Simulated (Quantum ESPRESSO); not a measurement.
Ru2Al2Cu2SnPd, one run as intended and one with a planted mistake

A calculation, not a measurement. The program is pw.x of Quantum ESPRESSO 7.5 (plane-wave density functional theory). The cell is made up: eight metal atoms on a hexagonal close-packed lattice, with elements, volume, strain and displacements drawn at random and not relaxed, so it may be unstable or far from any real phase. PseudoDojo standard norm-conserving files set the functional (PBE unless stated); there is no spin polarisation or spin-orbit coupling, the Fermi-Dirac width of 0.25 eV means electrons at about 2900 K, and the masses in the input are unused placeholders. The copper pseudopotential is less sure than most, with forces differing by about three percent and pressure by about two GPa from a second method on plain copper. The tin pseudopotential is less sure than most, with forces differing by about three percent from a second method on plain tin. A spin test at this wide smearing found no moment, but such smearing suppresses magnetism that the real alloy may have.

Intended input:

```
&control calculation='scf', pseudo_dir='./dojo.nc.sr.pbe.v0_5.standard.upf', outdir='./o', disk_io='minimal', tprnfor=.true., tstress=.true. /
&system ibrav=0, nat=8, ntyp=5, nbnd=66, ecutwfc=92.02030273, nosym=.true., tot_charge=0,
 occupations='smearing', smearing='fd', degauss=0.0183746611
/
&electrons conv_thr=1.470e-08, electron_maxstep=70, mixing_beta=0.5 /
ATOMIC_SPECIES
Al 1.0 Al.upf
Cu 1.0 Cu.upf
Pd 1.0 Pd.upf
Ru 1.0 Ru.upf
Sn 1.0 Sn.upf
CELL_PARAMETERS angstrom
4.1409 -2.3965 0.0055
-2.7805 -0.0245 -4.4661
2.7831 4.832 0.0252
ATOMIC_POSITIONS angstrom
Ru -0.0809 0.0193 -0.0066
Al 1.3368 2.5302 0.0889
Cu 0.1297 1.5753 -2.1913
Sn 1.2901 4.0745 -2.1825
Ru 2.7116 0.0578 -0.1421
Cu 4.2469 2.4976 0.0706
Pd 1.3794 -0.8943 -2.1954
Al 2.6088 1.5559 -2.1853
K_POINTS automatic
6 5 5 1 1 1
```

The log is shortened where brackets say so; the opening notice, blank lines, dates and the lines on written files are dropped, and the path of the files is cut. It prints rydbergs, bohrs and kilobars, and counts compression as positive stress. Its total energy is the free energy E - TS of the whole cell.

Log of the intended run:

```
     Program PWSCF v.7.5
     Parallel version (MPI & OpenMP), running on       4 processor cores
     Number of MPI processes:                 4
     Threads/MPI process:                     1
     [start-up lines left out]
     bravais-lattice index     =            0
     lattice parameter (alat)  =       9.0412  a.u.
     unit-cell volume          =     802.4106 (a.u.)^3
     number of atoms/cell      =            8
     number of atomic types    =            5
     number of electrons       =       108.00
     number of Kohn-Sham states=           66
     kinetic-energy cutoff     =      92.0203  Ry
     charge density cutoff     =     368.0812  Ry
     scf convergence threshold =      1.5E-08
     mixing beta               =       0.5000
     number of iterations used =            8  plain     mixing
     Exchange-correlation= PBE
                           (   1   4   3   4   0   0   0)
     [axes and pseudopotential details left out]
   Cartesian axes
     site n.     atom                  positions (alat units)
         1        Ru     tau(   1) = (  -0.0169092   0.0040340  -0.0013795  )
         2        Al     tau(   2) = (   0.2794092   0.5288459   0.0185813  )
         3        Cu     tau(   3) = (   0.0271090   0.3292589  -0.4580112  )
         4        Sn     tau(   4) = (   0.2696483   0.8516254  -0.4561719  )
         5        Ru     tau(   5) = (   0.5667610   0.0120810  -0.0297008  )
         6        Cu     tau(   6) = (   0.8876594   0.5220321   0.0147564  )
         7        Pd     tau(   7) = (   0.2883132  -0.1869208  -0.4588682  )
         8        Al     tau(   8) = (   0.5452744   0.3252041  -0.4567572  )
     number of k points=    75  Fermi-Dirac smearing, width (Ry)=  0.0184
                       cart. coord. in units 2pi/alat
        k(    1) = (   0.1157743   0.0332672  -0.1793877), wk =   0.0266667
        k(    2) = (   0.2019068   0.1819701  -0.2338278), wk =   0.0266667
     [further k points left out]
     Dense  grid:    95717 G-vectors     FFT dimensions: (  60,  64,  72)
     Estimated max dynamical RAM per process >     394.49 MB
     Estimated total dynamical RAM >       1.47 GB
     Initial potential from superposition of free atoms
     starting charge     107.9912, renormalised to     108.0000
     Starting wfcs are   66 randomized atomic wfcs
     total cpu time spent up to now is        6.7 secs
     per-process dynamical memory:   323.9 Mb
     Self-consistent Calculation
     iteration #  1     ecut=    92.02 Ry     beta= 0.50
     Davidson diagonalization with overlap
     ethr =  1.00E-02,  avg # of iterations =  5.7
     total cpu time spent up to now is       27.3 secs
     total energy              =   -1597.61093354 Ry
     estimated scf accuracy    <       5.32816850 Ry
     iteration #  2     ecut=    92.02 Ry     beta= 0.50
     Davidson diagonalization with overlap
     ethr =  4.93E-03,  avg # of iterations =  3.0
     total cpu time spent up to now is       44.8 secs
     total energy              =   -1599.14831969 Ry
     estimated scf accuracy    <      16.23708266 Ry
     [iterations 3 to 15 left out]
     iteration # 16     ecut=    92.02 Ry     beta= 0.50
     Davidson diagonalization with overlap
     ethr =  1.56E-11,  avg # of iterations =  2.0
     total cpu time spent up to now is      249.8 secs
     total energy              =   -1600.68726878 Ry
     estimated scf accuracy    <       0.00000008 Ry
     iteration # 17     ecut=    92.02 Ry     beta= 0.50
     Davidson diagonalization with overlap
     ethr =  1.56E-11,  avg # of iterations =  2.0
     total cpu time spent up to now is      263.7 secs
     End of self-consistent calculation
     [lines on levels left out]
!    total energy              =   -1600.68726879 Ry
     estimated scf accuracy    <          1.1E-09 Ry
     smearing contrib. (-TS)   =      -0.08346547 Ry
     internal energy E=F+TS    =   -1600.60380332 Ry
     The total energy is F=E-TS. E is the sum of the following terms:
     one-electron contribution =    -852.65122146 Ry
     hartree contribution      =     489.90499850 Ry
     xc contribution           =    -252.58232559 Ry
     ewald contribution        =    -985.27525477 Ry
     convergence has been achieved in  17 iterations
     Forces acting on atoms (cartesian axes, Ry/au):
     atom    1 type  4   force =     0.00714589   -0.01336561    0.01095490
     atom    2 type  1   force =    -0.00036315   -0.05080617    0.00981883
     atom    3 type  2   force =    -0.01777072    0.00602942   -0.01013565
     atom    4 type  5   force =     0.04353488    0.00629465   -0.03785779
     atom    5 type  4   force =     0.02084090    0.02352007    0.04105008
     atom    6 type  2   force =    -0.04293474   -0.00956932    0.01437548
     atom    7 type  3   force =    -0.02428626    0.04032680   -0.03159712
     atom    8 type  1   force =     0.01383319   -0.00242985    0.00339128
     Total force =     0.122833     Total SCF correction =     0.000047
     Computing stress (Cartesian axis) and pressure
          total   stress  (Ry/bohr**3)                   (kbar)     P=       11.10
  -0.00004112  -0.00018244   0.00008207           -6.05      -26.84       12.07
  -0.00018244  -0.00009737   0.00026936          -26.84      -14.32       39.62
   0.00008207   0.00026936   0.00036492           12.07       39.62       53.68
     init_run     :      6.32s CPU      6.62s WALL (       1 calls)
     electrons    :    255.67s CPU    257.01s WALL (       1 calls)
     forces       :      2.08s CPU      2.09s WALL (       1 calls)
     stress       :      7.32s CPU      7.33s WALL (       1 calls)
     [timing details left out]
     PWSCF        :   4m31.54s CPU   4m33.21s WALL
     JOB DONE.
```

A second run has one planted mistake: the files are those of another functional. The input lines that differ:

```
- &control calculation='scf', pseudo_dir='./dojo.nc.sr.pbe.v0_5.standard.upf', outdir='./o', disk_io='minimal', tprnfor=.true., tstress=.true. /
+ &control calculation='scf', pseudo_dir='./dojo.nc.sr.lda.v0_4_1.standard.upf', outdir='./o', disk_io='minimal', tprnfor=.true., tstress=.true. /
```

Its log:

```
     Program PWSCF v.7.5
     Parallel version (MPI & OpenMP), running on       4 processor cores
     Number of MPI processes:                 4
     Threads/MPI process:                     1
     [start-up lines left out]
     bravais-lattice index     =            0
     lattice parameter (alat)  =       9.0412  a.u.
     unit-cell volume          =     802.4106 (a.u.)^3
     number of atoms/cell      =            8
     number of atomic types    =            5
     number of electrons       =       108.00
     number of Kohn-Sham states=           66
     kinetic-energy cutoff     =      92.0203  Ry
     charge density cutoff     =     368.0812  Ry
     scf convergence threshold =      1.5E-08
     mixing beta               =       0.5000
     number of iterations used =            8  plain     mixing
     Exchange-correlation= SLA  PW   NOGX NOGC
                           (   1   4   0   0   0   0   0)
     [axes and pseudopotential details left out]
   Cartesian axes
     site n.     atom                  positions (alat units)
         1        Ru     tau(   1) = (  -0.0169092   0.0040340  -0.0013795  )
         2        Al     tau(   2) = (   0.2794092   0.5288459   0.0185813  )
         3        Cu     tau(   3) = (   0.0271090   0.3292589  -0.4580112  )
         4        Sn     tau(   4) = (   0.2696483   0.8516254  -0.4561719  )
         5        Ru     tau(   5) = (   0.5667610   0.0120810  -0.0297008  )
         6        Cu     tau(   6) = (   0.8876594   0.5220321   0.0147564  )
         7        Pd     tau(   7) = (   0.2883132  -0.1869208  -0.4588682  )
         8        Al     tau(   8) = (   0.5452744   0.3252041  -0.4567572  )
     number of k points=    75  Fermi-Dirac smearing, width (Ry)=  0.0184
                       cart. coord. in units 2pi/alat
        k(    1) = (   0.1157743   0.0332672  -0.1793877), wk =   0.0266667
        k(    2) = (   0.2019068   0.1819701  -0.2338278), wk =   0.0266667
     [further k points left out]
     Dense  grid:    95717 G-vectors     FFT dimensions: (  60,  64,  72)
     Estimated max dynamical RAM per process >     394.49 MB
     Estimated total dynamical RAM >       1.47 GB
     Initial potential from superposition of free atoms
     starting charge     107.9927, renormalised to     108.0000
     Starting wfcs are   66 randomized atomic wfcs
     total cpu time spent up to now is        6.8 secs
     per-process dynamical memory:   333.0 Mb
     Self-consistent Calculation
     iteration #  1     ecut=    92.02 Ry     beta= 0.50
     Davidson diagonalization with overlap
     ethr =  1.00E-02,  avg # of iterations =  5.7
     total cpu time spent up to now is       26.8 secs
     total energy              =   -1595.95102799 Ry
     estimated scf accuracy    <       5.21592824 Ry
     iteration #  2     ecut=    92.02 Ry     beta= 0.50
     Davidson diagonalization with overlap
     ethr =  4.83E-03,  avg # of iterations =  3.0
     total cpu time spent up to now is       43.7 secs
     total energy              =   -1597.46185426 Ry
     estimated scf accuracy    <      15.60721255 Ry
     [iterations 3 to 13 left out]
     iteration # 14     ecut=    92.02 Ry     beta= 0.50
     Davidson diagonalization with overlap
     ethr =  6.36E-11,  avg # of iterations =  3.0
     total cpu time spent up to now is      218.9 secs
     total energy              =   -1598.95888131 Ry
     estimated scf accuracy    <       0.00000017 Ry
     iteration # 15     ecut=    92.02 Ry     beta= 0.50
     Davidson diagonalization with overlap
     ethr =  6.36E-11,  avg # of iterations =  2.0
     total cpu time spent up to now is      232.8 secs
     End of self-consistent calculation
     [lines on levels left out]
!    total energy              =   -1598.95888132 Ry
     estimated scf accuracy    <       0.00000001 Ry
     smearing contrib. (-TS)   =      -0.08353724 Ry
     internal energy E=F+TS    =   -1598.87534407 Ry
     The total energy is F=E-TS. E is the sum of the following terms:
     one-electron contribution =    -853.28578201 Ry
     hartree contribution      =     488.89976825 Ry
     xc contribution           =    -249.21407554 Ry
     ewald contribution        =    -985.27525477 Ry
     convergence has been achieved in  15 iterations
     Forces acting on atoms (cartesian axes, Ry/au):
     atom    1 type  4   force =     0.00663392   -0.01102877    0.00853984
     atom    2 type  1   force =    -0.00335005   -0.04906180    0.00985981
     atom    3 type  2   force =    -0.01629576    0.00241083   -0.00581648
     atom    4 type  5   force =     0.04255627    0.01447442   -0.03778217
     atom    5 type  4   force =     0.01671079    0.01478735    0.03556357
     atom    6 type  2   force =    -0.03513157   -0.00441363    0.01186203
     atom    7 type  3   force =    -0.02189422    0.03740551   -0.02595414
     atom    8 type  1   force =     0.01077062   -0.00457392    0.00372755
     Total force =     0.111209     Total SCF correction =     0.000552
     Computing stress (Cartesian axis) and pressure
          total   stress  (Ry/bohr**3)                   (kbar)     P=      -93.57
  -0.00073392  -0.00017707   0.00007326         -107.96      -26.05       10.78
  -0.00017707  -0.00081282   0.00026509          -26.05     -119.57       39.00
   0.00007326   0.00026509  -0.00036152           10.78       39.00      -53.18
     init_run     :      6.44s CPU      6.68s WALL (       1 calls)
     electrons    :    220.40s CPU    226.07s WALL (       1 calls)
     forces       :      2.04s CPU      2.05s WALL (       1 calls)
     stress       :      7.05s CPU      7.06s WALL (       1 calls)
     [timing details left out]
     PWSCF        :   3m56.02s CPU   4m 2.02s WALL
     JOB DONE.
```

|  | intended run | run with the mistake |
| --- | --- | --- |
| free energy (eV) | -21778.460 | -21754.944 |
| entropy term -TS, part of it (eV) | -1.136 | -1.137 |
| pressure (GPa) | 1.11 | -9.36 |
| size of the largest force component (eV/Å) | 1.306 | 1.261 |
| largest change of a force component (eV/Å) |  | 0.225 |
| iterations | 17 | 15 |

For scale, a rerun of the intended cell at a higher cutoff and on a denser mesh moved values by no more than 0.004 eV in energy, 0.02 GPa in stress and 0.003 eV/Å in force, and a second program with other atomic files agreed on that cell to 2 % rms in force and 0.5 GPa in pressure. Files of another functional or element have another zero of energy, so the energy change says nothing on stability.